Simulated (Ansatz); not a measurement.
Surface calculation: zincblende GaAs (110), 4 layers

The slab is cut from the zincblende crystal, which needn't be the stable phase, as relaxed on PAW files (23.70 Å³/atom), with 16 Å of vacuum and a dipole correction:

```yaml
crystal:
  lattice:
    - [4.06206, 0.00000, 0.00000]
    - [0.00000, 5.74461, 0.00000]
    - [0.00000, 0.00000, 22.09310]
  atoms:
    - { symbol: Ga, position: [0.00000, 0.87500, 0.36210] }
    - { symbol: As, position: [0.50000, 0.62500, 0.36210] }
    - { symbol: Ga, position: [0.50000, 0.37500, 0.45403] }
    - { symbol: As, position: [0.00000, 0.12500, 0.45403] }
    - { symbol: Ga, position: [0.00000, 0.87500, 0.54597] }
    - { symbol: As, position: [0.50000, 0.62500, 0.54597] }
    - { symbol: Ga, position: [0.50000, 0.37500, 0.63790] }
    - { symbol: As, position: [0.00000, 0.12500, 0.63790] }
```

Computed with Ansatz 0.2.0; functional PBE, scalar-relativistic. Settings: a Γ-centred 8×5×1 k mesh, Fermi–Dirac smearing of 0.02 eV, no spin polarisation. Methods: LAPW: all electrons, basis error target 1 meV/atom; PAW: frozen-core files, cutoff 420 eV.

The bulk energy comes from a cell in the slab's orientation on a 8×5×8 mesh. The surface energy is (E(slab) − N·E(bulk))/2A at zero smearing, the mean of both faces; thin slabs carry quantum-size effects.

As cut, the LAPW slab lies 2.851 eV above 8 atoms of bulk. What surface energy is that?

Over two faces of 23.33 Å² it is 61.1 meV/Å², and times 16.02 J/m² per eV/Å² that gives γ = 0.979 J/m².

What do relaxation and the other method give?



```csv
method,γ as cut (J/m²),γ relaxed (J/m²)
LAPW,0.979,0.553
PAW,0.980,0.554
```

How do the spacings between the planes relax (positions relaxed on PAW files)?

From the bottom face up: d12 -7.1 % of 2.031 Å, d23 +3.5 % of 2.031 Å, d34 -7.1 % of 2.031 Å. The outer plane rumples by 0.731 Å.

Where do the band edges lie?

On the k mesh: gap 1.16 eV, valence top 4.96 eV below the vacuum level.
